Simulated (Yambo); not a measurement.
A G0W0@LDA run in Yambo for Li₂SiS₃ (space group Cmc2_1, No. 36) (2×2×2 Γ-centred k mesh, bands 5 to 324 and a 7 Ry block in the screening, 324 bands in G with the Bruneval-Gonze terminator, plasmon pole fitted at 27.2 eV) gives these matrix elements, in eV, at the band edges ((0, 0, -0.5) → (0, 0, -0.5)):

| state | E0 | <Vxc> | <Σx> | <Σc(E0)> | Z |
|---|---|---|---|---|---|
| valence edge | 0.000 | -12.749 | -16.006 | 1.845 | 0.784 |
| conduction edge | 3.092 | -10.619 | -6.126 | -3.621 | 0.806 |

Question: Solve the linearised quasiparticle equation for both states, give the gap, and say how exchange and correlation each act on it.

Answer: E = E0 + Z(Σx + Σc − Vxc). Valence: 0.000 + 0.784 × (-16.006 + (1.845) − (-12.749)) = -1.11 eV. Conduction: 3.092 + 0.806 × (-6.126 + (-3.621) − (-10.619)) = 3.79 eV. The gap is 4.90 eV, against 3.09 eV in LDA. Replacing Vxc by bare exchange alone would open it by 7.75 eV; correlation takes back 5.47 eV of that, and Z scales what is left. Nearest settings tried, and what they do to the gap: 116 bands in W, 116 bands in G: +44 meV; 6 Ry block (397 vectors against 485): -20 meV. Not varied: mesh. So the settings aren't converged at that level. The k mesh is coarse. The mesh misses a band edge: along a dense path the LDA gap is 2.88 eV against 3.09 eV on the mesh. 

Geometry of the Materials Project entry, not relaxed at this level; primitive cell a = 6.7220 Å, b = 6.7220 Å, c = 5.9639 Å, α = 90.00°, β = 90.00°, γ = 60.22°.

The structure is a Materials Project entry; no match was found in the copy of COD used, and its stability was not checked.
